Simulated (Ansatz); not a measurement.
CdGeAs2:
```
CdGeAs2
1.0
   -2.99052     2.99052     5.64934
    2.99052    -2.99052     5.64934
    2.99052     2.99052    -5.64934
Cd Ge As
2 2 4
Direct
  0.75000   0.25000   0.50000
  0.00000   0.00000   0.00000
  0.25000   0.75000   0.50000
  0.50000   0.50000   0.00000
  0.15371   0.12500   0.52871
  0.59629   0.62500   0.47129
  0.37500   0.84629   0.97129
  0.87500   0.40371   0.02871
```

Relaxed with r²SCAN. Special points in fractions of this cell's reciprocal vectors: Γ (0.000, 0.000, 0.000); X (0.000, 0.000, 0.500); P (0.250, 0.250, 0.250); N (0.000, 0.500, 0.000); M (0.500, 0.500, -0.500); S (0.320, 0.680, -0.320); S0 (-0.320, 0.320, 0.320); R (-0.140, 0.140, 0.500); G (0.500, 0.500, -0.140).

List the band energies nearest the valence-band maximum at these points for r²SCAN with spin–orbit coupling (plane waves, PAW; program Ansatz).

In eV from the valence-band maximum; about four levels below and three above (degenerate sets whole), none deeper than 8.9 eV; points with the same levels are listed once.

```json
[
 {"k": "Γ", "below": "-0.18 -0.18 0.00 0.00", "above": "0.05 0.05 1.45 1.45"},
 {"k": "X", "below": "-0.74 -0.74 -0.71 -0.71", "above": "0.83 0.83 0.85 0.85"},
 {"k": "P", "below": "-1.11 -1.11 -1.10 -1.10", "above": "1.47 1.51 1.51"},
 {"k": "N", "below": "-1.40 -1.40 -0.81 -0.81", "above": "1.91 1.91 2.16 2.16"},
 {"k": "M", "below": "-1.16 -1.16 -1.16 -1.16", "above": "1.51 1.51 1.51 1.51"},
 {"k": "S", "below": "-1.17 -1.15 -0.64 -0.64", "above": "1.51 1.54 2.13 2.13"},
 {"k": "R", "below": "-1.07 -1.07 -0.99 -0.99", "above": "1.21 1.21 1.24 1.24"}
]
```

Space group I-42d (chalcopyrite). The r²SCAN relaxation kept the symmetry of its start.

Potentials: the later of the program's two PAW sets.
